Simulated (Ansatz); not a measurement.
Values for one crystal, relaxed and computed with r²SCAN (plane waves, PAW; program Ansatz); other levels are named.

- Volume per atom = 21.37 Å³
- Band gap = 1.43 eV (indirect)
- Poisson's ratio = 0.28
- Elastic constants (relaxed ions, GPa) = C11 = 120, C12 = 63.6, C13 = 46.5, C33 = 175, C44 = 44.6, C66 = 36.2
- Hole effective mass with spin–orbit coupling = 0.23, 0.25, 0.96 mₑ (principal values)
- Formation energy from the elements (no fitted shifts) = -436 meV/atom
- Conduction-band minimum = at A

Question: Pick the material that matches.
A. GaSb, zinc blende
B. Ga2O3, La2O3 or Ni2Al3 type
C. GaP, P4_2/mnm (Ga on 4g, P on 4f)
D. InP, P6_3mc (In on 2b, P on 2b, In on 2a, P on 2a)

Answer: C, GaP, P4_2/mnm (Ga on 4g, P on 4f)

The start of the workflow was typed in or built on a structure type; neither database checked (COD, Materials Project) lists it. It is not the phase usual at ambient conditions (space group No. 216). Symmetry was held in the r²SCAN relaxation; its stability against distortions is not shown here. The volume moved by 17 % from the start of the relaxation. The references are the lowest solids computed at this level, not always the standard phases. Spin–orbit coupling is left out wherever it is not named.

Potentials: the earlier of the program's two PAW sets. The files were generated under PBE; for other functionals the program regenerates the frozen cores, and for LDA and PBEsol the local potential too.
